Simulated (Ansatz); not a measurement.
A relaxed structure of SnS. Space group Fm-3m (No. 225), rock salt type. Calculation: PBEsol (plane waves to 420 eV, PAW, scalar-relativistic; Ansatz, an electronic-structure program).

```cif
data_S4Sn4
_chemical_formula_sum 'Sn4 S4'
_space_group_name_H-M_alt 'Fm-3m'
_space_group_IT_number 225
_space_group_name_Hall '-F 4 2 3'
_cell_length_a 5.74404
_cell_length_b 5.74404
_cell_length_c 5.74404
_cell_angle_alpha 90.000
_cell_angle_beta 90.000
_cell_angle_gamma 90.000
loop_
_atom_site_label
_atom_site_type_symbol
_atom_site_symmetry_multiplicity
_atom_site_Wyckoff_symbol
_atom_site_fract_x
_atom_site_fract_y
_atom_site_fract_z
_atom_site_occupancy
Sn1 Sn 4 b 0.50000 0.50000 0.50000 1
S1 S 4 a 0.00000 0.00000 0.00000 1
```
(The calculation used a cell of 2 atoms; values per cell refer to that cell.)

```json
{
 "volume_per_atom": "23.69 Å³",
 "density": "5.28 g/cm³",
 "band_gap": "no clear gap: the sampled points leave 0.13 eV away from the symmetry points, which may be a band crossing missed between them",
 "shortest_distances": "S–Sn 2.87 Å",
 "k-mesh": "14×14×14"
}
```

Band energies at high-symmetry points (eV from the VBM; labels of this space group; no spin-orbit coupling), from −5 eV up to 1.0 eV:

| point | energies |
|---|---|
| Γ | -4.85 -2.78 -2.78 -2.78 |
| X | -4.24 -4.24 |
| U | -3.75 -2.75 |
| K | -3.75 -2.75 |
| L | -2.56 -2.56 -0.21 0.66 |
| W | -1.15 |

No spin polarisation in the result.

The run could not lose the symmetry of its start.

The first start was generated by placing the elements on the sites of a structure type. A measured structure of SnS has the same space group, Fm-3m (No. 225); the sites were not compared with it. Another known form has space group No. 62.
